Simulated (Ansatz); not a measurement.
A geometry of Te2Mo away from equilibrium: step 2 of the relaxation of a relaxed Te2Mo cell with every coordinate shifted by Gaussian noise of σ = 0.3 Å. Method: PBE (plane waves to 420 eV, PAW, scalar-relativistic; Ansatz, a program for electronic structure). Γ-centred k-mesh 8×8×2 on the run's cell (coarser than for final values), Fermi–Dirac smearing 0.05 eV.

```xyz
6
Lattice="3.5637 -0.0099 -0.0086 -1.7904 3.1123 0.0230 -0.0372 0.0933 15.4343" Properties=species:S:1:pos:R:3:forces:R:3 pbc="T T T" free_energy=-37832.478 pressure_GPa=-1.9
Mo     0.2841     1.8879    11.8502   -1.9687    0.7356   -2.1817
Mo     1.6281     1.0300     3.5857    0.5008   -0.5048    1.9489
Te    -0.1715     2.1566     1.8454    0.1068   -0.3757   -0.1427
Te     1.8408     1.1735     9.8412    1.1319   -1.0209    0.8589
Te     1.9485     0.7791    13.5277    0.8168    0.3086    1.2441
Te     0.0200     1.5922     5.7528   -0.5875    0.8572   -1.7275
```

Positions in Å, forces in eV/Å, free energy of the cell in eV (comparable only within this code, potentials and settings). Largest force: 3.03 eV/Å, on Mo1 (atoms numbered as listed); the geometry lies 0.24 eV/atom above the end of its relaxation.

No spin polarisation in the result. Without a van der Waals term the distances between weakly bound units are poorly fixed.

The end of the path is a generated cell of Te2Mo: the first start was made by placing the elements on the sites of a structure type, and the end was not matched to a known phase here, so it may be hypothetical. Known forms of Te2Mo include space group No. 194.
